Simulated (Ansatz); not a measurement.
MnO (rock salt)

```xyz
2
Lattice="0.0000 2.2202 2.2202 2.2202 0.0000 2.2202 2.2202 2.2202 0.0000" Properties=species:S:1:pos:R:3 pbc="T T T"
O      0.0000     0.0000     0.0000
Mn     2.2202     2.2202     2.2202
```

E(V) scan at fixed shape, V₀ the volume above. Symmetry pins the atoms to their sites.

The numbers are results of PBE (plane waves to 420 eV, PAW, scalar-relativistic; Ansatz, an electronic-structure program), not measurements. k mesh 18×18×18 (Γ-centred), Fermi-Dirac smearing 0.05 eV. Energies are smeared free energies. Compression counts positive. MnO is run spin-polarised and with no Hubbard U; the real compound is an antiferromagnetic insulator, a state that this run doesn't describe. MnO was relaxed with its symmetry unable to fall. Relaxed MnO ends ferromagnetic. Other magnetic orders were not checked, so this need not be the ground state. ΔE is measured from the relaxed starting cell. The last digit holds for this mesh only.

```tsv
V (Å³/atom)	ΔE (meV/atom)
9.193	121.1
9.485	80.2
9.777	withheld
10.069	27.0
10.361	11.7
10.653	2.8
10.945	0.0
11.237	2.5
11.528	9.6
11.820	21.2
12.112	36.9
12.404	56.2
12.696	79.1
```

Task: Fit a third-order Birch-Murnaghan form (E₀, V₀, B₀, B₀′ free) to the given rows and predict ΔE at V = 9.777.

Result: Least squares on the 12 given rows: ΔE = E₀ + (9V₀B₀/16)·y²·[2 + (B₀′ − 4)y], y = (V₀/V)^(2/3) − 1, with V₀ = 10.950 Å³/atom, B₀ = 110.6 GPa (160.2 GPa = 1 eV/Å³; the term in eV is multiplied by 1000), B₀′ = 2.87, E₀ = -0.17 meV/atom; root-mean-square residual 0.25 meV/atom. At 9.777 the fit gives 49.9 meV/atom; the calculation gives 49.3 meV/atom, so the interpolation is off by 0.6 (+1.2 %). For the pressure the fit gives 14.7 GPa against the computed 14.4 GPa.

(A scan under strain: stresses follow from slopes of the energy per volume, elastic moduli from its curvatures.)
